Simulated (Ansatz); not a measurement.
NbP:
Space group I4₁md (No. 109); a = b = 3.304 Å, c = 11.230 Å, α = β = γ = 90.00°

```json
[
 {"atom": "Nb", "site": "4a", "symmetry": "2mm.", "x": "0.0000", "y": "0.0000", "z": "0.7491"},
 {"atom": "P", "site": "4a", "symmetry": "2mm.", "x": "0.0000", "y": "0.0000", "z": "0.1669"}
]
```
(The calculation used a cell of 4 atoms; values per cell refer to that cell.)

Relaxed at zero pressure with plane-wave PAW LDA (Ansatz code).

**Question.** The volume is lowered by 3 % and shape and atoms relax at that volume. What pressure results, and how do the axes share the change?

**Answer.** 6.7 GPa; a -0.8 %, b -0.8 %, c -1.4 %; the energy rises by 9 meV/atom.

**Question.** Give the new structure.

**Answer.** 
Space group I4₁md (No. 109); a = b = 3.277 Å, c = 11.072 Å, α = β = γ = 90.00°

```json
[
 {"atom": "Nb", "site": "4a", "symmetry": "2mm.", "x": "0.0000", "y": "0.0000", "z": "0.7489"},
 {"atom": "P", "site": "4a", "symmetry": "2mm.", "x": "0.0000", "y": "0.0000", "z": "0.1671"}
]
```

The phase is kept; no other phase was compared at this pressure.

Space group I4_1md. The LDA relaxation kept the symmetry of its start; of distortions, only those at the zone centre were tested. The run is not spin-polarised.

Potentials: the later of the program's two PAW sets.
